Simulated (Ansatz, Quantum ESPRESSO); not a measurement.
Given: the input of a run of Quantum ESPRESSO 7.5 on AgRh. The cell comes from a database or a generator and needn't be the stable form of this composition.

pw.in

```
&CONTROL
  calculation = 'scf'
  prefix = 'pwscf'
  outdir = './tmp'
  pseudo_dir = './pseudo'
  tprnfor = .true.
  tstress = .true.
  disk_io = 'low'
/
&SYSTEM
  ibrav = 0
  celldm(1) = 8
  nat = 2
  ntyp = 2
  ecutwfc = 56
  ecutrho = 448
  nbnd = 25
  occupations = 'smearing'
  smearing = 'fd'
  degauss = 0.00367493
/
&ELECTRONS
  conv_thr = 4d-10
  electron_maxstep = 120
  mixing_beta = 0.5
/
ATOMIC_SPECIES
Ag   107.8682 ag_pbesol_v1.4.uspp.F.UPF
Rh   102.9055 rh_pbesol_v1.4.uspp.F.UPF
CELL_PARAMETERS alat
  0.6561101230768   0.0000000000000   0.0000000000000
 -0.3280550615384   0.5682080342697   0.0000000000000
  0.0000000000000   0.0000000000000   1.1358676027910
ATOMIC_POSITIONS crystal
Ag     0.0000000000    0.0000000000    0.5000000000
Rh     0.6666666667    0.3333333333    0.0000000000
K_POINTS automatic
11 11 6 0 0 0
```

pp_density.in

```
&INPUTPP
  prefix = 'pwscf'
  outdir = './tmp'
  filplot = 'density.dat'
  plot_num = 0
/
&PLOT
  nfile = 1
  filepp(1) = 'density.dat'
  iflag = 3
  output_format = 6
  fileout = 'density.cube'
/
```

File pp_potential.in:

```
&INPUTPP
  prefix = 'pwscf'
  outdir = './tmp'
  filplot = 'potential.dat'
  plot_num = 11
/
&PLOT
  nfile = 1
  filepp(1) = 'potential.dat'
  iflag = 3
  output_format = 6
  fileout = 'potential.cube'
/
```

Potentials or basis: GBRV 1.5 PBEsol.

Launch:

```bash
$ OMP_NUM_THREADS=1 mpirun -n 2 pw.x -nk 2 -in pw.in > pw.out
$ OMP_NUM_THREADS=1 mpirun -n 1 pp.x -in pp_density.in > pp_density.out
$ OMP_NUM_THREADS=1 mpirun -n 1 pp.x -in pp_potential.in > pp_potential.out
```

**Question.** What does the same run look like in Ansatz 0.2.0? Potentials or basis there: Ansatz PAW, cutoff 420 eV.

**Answer.** As run (cutoffs and basis follow the program's own potentials, and thresholds, step limits or extra output files can differ):

File input.yaml:

```yaml
crystal:
  lattice:
    - [2.7775881998, 0.0, 0.0]
    - [-1.3887940999, 2.4054619423, 0.0]
    - [0.0, 0.0, 4.808602]
  atoms:
    - { symbol: Ag, position: [0.0, 0.0, 0.5] }
    - { symbol: Rh, position: [0.6666666667, 0.3333333333, 0.0] }
hamiltonian:
  xc: pbesol
  pseudopotentials: { kind: paw }
kpoints:
  mp_grid: { grid: [11, 11, 6] }
scf:
  occupations: { method: fermi_dirac, width: 0.05 }
output:
  forces: true
  stress: true
  eigenvalues: true
  write_density: true
  write_potential: true
  elf: true
  volumetric_format: npy
```

Potentials or basis: Ansatz PAW.

The run is started by

```bash
$ ansatz run input.yaml --threads 1 --pin off --max-ram 3584MiB --backend cpu --events-out ev --progress --plain --runs-dir out
```

Both were run:

|  | Quantum ESPRESSO | Ansatz |
| --- | --- | --- |
| Pressure | -10.6 GPa | -10.6 GPa |

Ansatz's pressure holds a Pulay term of +0.06 GPa for its cutoff of 420 eV, which the other run lacks.

The potentials hold 34 and 36 valence electrons a cell.

Ansatz's potentials were made for PBE.

Where Ansatz's input types no cutoff or centring, it takes its own default and a Γ-centred mesh.

The cell lies far from this level's equilibrium.

Pressure is positive in compression.
